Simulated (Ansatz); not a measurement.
The elements of this relaxed trial crystal are hidden behind letters.

```
lattice vectors (Å)
   2.8557    0.0000    0.0000
   0.0000    2.8557    0.0000
   0.0000    0.0000   17.2179
fractional positions
X 0.0000 0.0000 0.9146
X 0.0000 0.0000 0.0854
X 0.0000 0.0000 0.2508
X 0.0000 0.0000 0.4171
X 0.0000 0.0000 0.5829
X 0.0000 0.0000 0.7492
Z 0.5000 0.5000 0.1678
Z 0.5000 0.5000 0.3344
Z 0.5000 0.5000 0.5000
Z 0.5000 0.5000 0.6656
Z 0.5000 0.5000 0.8322
Q 0.5000 0.5000 0.0000
```

These are results of DFT PBE, scalar-relativistic, plane waves, PAW in Ansatz, not measurements. Plane waves to 420 eV, a 14×14×4 mesh through Γ for the 12-atom cell and 0.10 eV Gaussian smearing; collinear spin.

```
Space group                                 : P4/mmm (No. 123)
Conventional cell                           : a = 2.856 Å, c = 17.218 Å
Volume per atom                             : 11.70 Å³
Density                                     : 6.09 g/cm³
Formation energy                            : −0.60 eV/atom
Gap on the 14×14×4 mesh of the 12-atom cell : 0 eV (a metal)
Net moment per atom                         : 0.07 μB
```

Energies are uncorrected and count from the elements' standard states at the same level.

Question: X is a p-block element of period 3, Z is a d-block element of period 4 and Q is a d-block element of period 4. Which elements are they?

Answer: X = Al, Z = Co, Q = Ni, so the formula is Al6Co5Ni. Density times volume gives a mean mass of 6.09 × 11.70/1.6605 = 42.9 u per atom, and this set has 42.9 u. Al on its first site is surrounded by 4 Co at 2.47 Å, 4 Ni at 2.50 Å and 6 Al at 2.85–2.94 Å; around Co on a site of symmetry 4mm lie 8 Al at 2.47 Å, 5 Co at 2.86–2.87 Å and 1 Ni at 2.89 Å; Ni is surrounded by 8 Al at 2.50 Å, 4 Ni at 2.86 Å and 2 Co at 2.89 Å; 4 more sites not described. Other sets within the hints have nearly the same mass, so mass alone doesn't settle it; this one was computed.

The magnetic state reached may not be the lowest. A structure relaxed within its symmetry needn't be a true minimum.
